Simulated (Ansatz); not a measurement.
Given:

GaSb:
Space group Fm-3m (No. 225); a = b = c = 5.798 Å, α = β = γ = 90.00°

```json
[
 {"atom": "Sb", "site": "4a", "symmetry": "m-3m", "x": "0.0000", "y": "0.0000", "z": "0.0000"},
 {"atom": "Ga", "site": "4b", "symmetry": "m-3m", "x": "0.5000", "y": "0.5000", "z": "0.5000"}
]
```
(The calculation used a cell of 2 atoms; values per cell refer to that cell.)

This is the PBE-relaxed structure.

Question: All from PBE in the plane-wave PAW code Ansatz, unless another level is named. Predict the electronic character.

Answer: metallic (no gap).

Question: Predict the formation energy from the elements (no fitted shifts).

Answer: 0.046 eV/atom.

Question: Give the density of states at the Fermi level.

Answer: 0.56 states/eV per atom (mean over ±0.08 eV).

Question: What about the gap with spin–orbit coupling?

Answer: none (metallic).

The cell is a constructed one: a structure type filled with these elements; neither database checked (COD, Materials Project) lists it. It is not the phase usual at ambient conditions (space group No. 216). Symmetry was held in the PBE relaxation; of distortions, only those at the zone centre were tested. The references are the lowest solids computed at this level, not always the standard phases. Spin–orbit coupling is left out wherever it is not named.

Potentials: the later of the program's two PAW sets.
